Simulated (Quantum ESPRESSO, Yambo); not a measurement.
Mg₃ZnO₄ (space group P4/mmm, No. 123). The geometry is that of Materials Project entry mp-1222124, symmetrised and not relaxed again. Chain: PBEsol (Quantum ESPRESSO, PseudoDojo norm-conserving, 84 Ry, no spin-orbit coupling); G0W0 in Yambo (4×4×2 Γ-centred k mesh, bands 8 to 166 and a 8 Ry block in the screening, 166 bands in G with the Bruneval-Gonze terminator, plasmon pole fitted at 27.2 eV); BSE (10×10×4 mesh, 11 valence and 2 conduction bands, static screening with 65 bands and a 3 Ry block, scissor 1.95 eV, Tamm-Dancoff).

| Property | Result |
|---|---|
| PBEsol gap (dense path) | 2.44 eV |
| PBEsol gap X → Γ on the GW mesh | 2.44 eV |
| PBEsol smallest direct gap on the GW mesh, at Γ | 3.22 eV |
| G0W0 direct gap at that point | 5.16 eV |
| G0W0 correction to the gap X → Γ | 1.88 eV |
| lowest exciton | no binding energy given (see below) |
| RPA electronic dielectric constant along x | 3.73 (12×12×4 mesh, PBEsol bands) |

Rough cost of the Yambo steps against G0W0 for 12 states: BSE about 3×, one RPA spectrum about 1/10.

Nearest settings tried, and what they do to the gap: 114 bands in W, 114 bands in G: +92 meV; 7 Ry block (185 vectors against 227): -23 meV; 4×4×1 mesh: -27 meV. So the settings aren't converged at that level. Oxides, nitrides and fluorides with a shallow 3d shell are known to need far more bands and larger blocks. The BSE states are vertical excitations (zero momentum); the indirect quasiparticle gap, about 4.32 eV, is smaller than the direct one (5.16 eV on the GW mesh). Convergence of the RPA response with its 12×12×4 mesh was not tested. The lowest state covers only about 1 of the 400 k points, so the mesh doesn't resolve it: its energy and its distance from the direct gap are mesh artefacts. An extended exciton needs a far denser mesh. Axes are Cartesian, with cell vectors (Å) (3.03, 0.00, 0.00), (0.00, 3.03, 0.00), (0.00, 0.00, 8.55).

The structure is a Materials Project entry; no match was found in the copy of COD used, and its stability was not checked.
